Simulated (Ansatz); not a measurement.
Relaxed candidate structures of Bi:

A. Cmce (No. 64), oS8; a = 4.5054 Å, b = 12.6440 Å, c = 4.9593 Å, α = 90.00°, β = 90.00°, γ = 90.00°; Bi 8f (0.000, 0.119, 0.041)

B. R-3m, hexagonal axes (No. 166), hR2; a = 4.5205 Å, b = 4.5205 Å, c = 12.0284 Å, α = 90.00°, β = 90.00°, γ = 120.00°; Bi 6c (0.000, 0.000, 0.234)

Problem. Order them by energy per atom (lowest first) at the level r2SCAN+rVV10 (plane waves to 500 eV, PAW, scalar-relativistic; Ansatz, a first-principles code).

Solution. B (reference, the lowest of the structures calculated here), A (+0.04 eV/atom)

Each run could gain symmetry but not lose that of its start, so entries can be saddle points. From databases, or of a type measured for this composition: R-3m, hR2; the others are generated cells (placed on structure types, drawn at random, substituted or restacked) that were not matched to a known phase here. Energies are at zero temperature and pressure, without zero-point motion. No spin polarisation in the result.
